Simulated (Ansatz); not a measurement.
# CsH: an elastic constant from a strain scan

All numbers below come from Ansatz, DFT r2SCAN, scalar-relativistic, plane waves, PAW. The runs took a 500 eV cutoff, a Γ-centred 6×6×6 mesh and Gaussian smearing (0.05 eV). No spin polarisation. Energies are free energies at this smearing, counted from the undisturbed cell; pressure is positive in compression.

The starting cell (as given, not relaxed at this level; it stands at 0.0 GPa):

```
Cs H
1.0
     0.00000    3.18800    3.18800
     3.18800    0.00000    3.18800
     3.18800    3.18800    0.00000
Cs H
1 1
Direct
  0.00000 0.00000 0.00000
  0.50000 0.50000 0.50000
```

The cell is strained by ε times the Voigt pattern (0, 0, 0, 0, 1, 0) (xx, yy, zz, yz, xz, xy; engineering shear) with fractional coordinates fixed. The cell holds 2 atoms in V0 = 64.80 Å³. The stress column is τ = (1/V0) dE/dε, got from the stress tensor σ (compression positive) at each point as −det(1 + εP) σ : P(1 + εP)⁻¹, with P the pattern as a tensor.

| ε | ΔE (meV/atom) | τ (GPa) |
| --- | --- | --- |
| -0.0875 | 3.645 | -0.420 |
| -0.0750 | 2.664 | -0.356 |
| -0.0625 | 1.842 | -0.294 |
| -0.0500 | 1.175 | -0.234 |
| -0.0375 | 0.659 | -0.174 |
| -0.0250 | 0.292 | -0.116 |
| -0.0125 | 0.073 | -0.058 |
| 0.0000 | 0.000 | 0.000 |
| 0.0125 | 0.073 | 0.058 |
| 0.0250 | 0.292 | 0.116 |
| 0.0375 | 0.659 | 0.174 |
| 0.0500 | 1.175 | 0.234 |
| 0.0625 | 1.842 | 0.294 |
| 0.0750 | 2.664 | 0.356 |
| 0.0875 | 3.645 | 0.420 |
| 0.1000 | ? | ? |

Q: Which combination of elastic constants does this scan measure, and how large is it?

A: For small ε, τ = τ0 + Kε with K = pᵀCp, which for this pattern is C44 in the cubic axes. The parabola through τ at ε = -0.0125, 0 and 0.0125 has slope K = 4.6 GPa at zero. The energies per cell, E = NΔE, of the wider pair ε = ±0.0250 give K = 2[E(ε₊)/ε₊ − E(ε₋)/ε₋]/[(ε₊ − ε₋)V0] = 4.6 GPa, in agreement.

Q: Predict the withheld row at ε = 0.1000 from the harmonic law, and compare.

A: ΔE = V0(τ0 ε + Kε²/2)/N = 4.674 meV/atom and τ = 0.46 GPa. The calculation gives 4.788 meV/atom and 0.49 GPa, a miss of 2.4 % of the harmonic energy, so the harmonic law still holds here.